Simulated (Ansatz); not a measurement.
# Phonon spectrum of Ti4N3O

Method: Ansatz, DFT PBE, scalar-relativistic, plane waves, PAW. Plane waves to 420 eV; Γ-centred k mesh 10×10×10; Fermi-Dirac smearing of 0.15 eV. No spin polarisation. Phonons by linear response, acoustic sum rule imposed.

Relaxed structure:
```
Ti N O
1.0
     4.25662    0.00000    0.00000
     0.00000    4.25662    0.00000
     0.00000    0.00000    4.25662
Ti N O
4 3 1
Direct
  0.00000 0.00000 0.00000
  0.50000 0.00000 0.50000
  0.00000 0.50000 0.50000
  0.50000 0.50000 0.00000
  0.00000 0.50000 0.00000
  0.50000 0.00000 0.00000
  0.00000 0.00000 0.50000
  0.50000 0.50000 0.50000
```

The structure comes from a generated guess, relaxed at this level; another structure or a mixture of phases may lie lower. In a metal, frequencies and elastic constants depend on the k mesh and the smearing, soft modes and shear constants most. The q mesh is coarse, so values between its points are rough.

Force constants from linear response on a 2×2×2 q mesh.

Path: Γ–X–M–Γ–R–X | R–M. Only the points of the 2×2×2 mesh were computed; the rest is interpolation, which is rough on so few points. On the mesh no mode is imaginary. Distance along the path (Å⁻¹), then the branches (cm⁻¹, negative for imaginary):
```
0.000  0 0 0 165 165 165 216 216 216 258 258 258 435 435 435 491 491 491 504 504 504 531 531 531
0.184  50 50 97 168 168 178 215 216 216 253 257 257 433 433 442 491 491 493 503 503 506 529 529 534
0.369  97 97 172 174 174 203 211 214 214 242 257 257 429 429 460 490 490 500 500 501 511 524 524 540
0.553  137 137 177 177 203 205 209 209 224 238 258 258 425 425 480 489 489 498 498 515 518 518 518 542
0.738  162 162 169 169 200 204 204 206 230 244 258 258 423 423 489 489 489 497 497 516 516 521 526 539
0.923  166 175 175 176 193 196 207 217 228 241 253 256 422 429 486 488 490 495 499 513 518 521 527 540
1.107  177 178 179 185 190 198 212 222 223 239 245 252 419 445 480 486 491 496 504 506 520 522 534 546
1.292  166 168 170 187 206 207 214 216 222 241 242 244 416 463 474 485 487 498 508 509 518 523 543 552
1.476  161 161 162 191 206 210 218 218 222 238 241 241 414 471 471 485 485 494 511 517 517 520 548 555
1.737  169 176 177 180 200 207 216 218 220 238 243 247 417 465 466 485 488 501 506 508 511 526 538 551
1.998  135 160 184 196 197 201 204 210 217 237 248 254 424 452 453 488 495 496 502 504 515 518 528 542
2.259  71 98 115 171 178 182 214 216 217 251 255 257 432 440 440 490 491 494 502 504 507 526 530 534
2.520  0 0 0 165 165 165 216 216 216 258 258 258 435 435 435 491 491 491 504 504 504 531 531 531
2.839  108 108 130 180 180 185 213 216 216 248 255 255 438 438 438 491 491 496 501 506 506 528 528 534
3.159  172 172 200 200 201 203 206 206 213 224 249 249 446 446 446 491 491 496 511 513 513 524 524 544
3.479  168 168 176 191 193 193 195 203 203 239 241 241 455 455 455 496 496 496 516 516 534 535 535 560
3.798  157 157 157 181 185 185 185 197 197 237 237 237 460 460 460 497 497 497 519 519 544 544 544 570
4.059  163 165 171 187 190 192 195 201 202 239 239 240 454 454 464 494 497 498 516 518 534 540 540 563
4.320  174 177 188 191 197 202 207 210 214 240 240 247 439 440 473 486 497 499 506 514 521 531 532 551
4.581  177 178 179 182 190 194 208 220 226 240 248 254 428 428 484 486 492 497 498 515 517 523 527 542
4.842  162 162 169 169 200 204 204 206 230 244 258 258 423 423 489 489 489 497 497 516 516 521 526 539
4.934  158 158 159 183 185 187 187 197 198 238 238 238 458 460 460 497 497 498 518 519 543 543 544 569
5.119  161 161 175 179 193 198 198 200 204 239 239 240 443 464 464 494 494 502 512 519 534 534 545 563
5.303  162 162 170 194 198 203 211 211 213 240 240 241 425 468 468 489 489 502 507 520 524 524 547 558
5.488  161 161 163 193 206 208 217 217 221 238 241 241 416 471 471 485 485 495 510 518 518 520 548 555
```
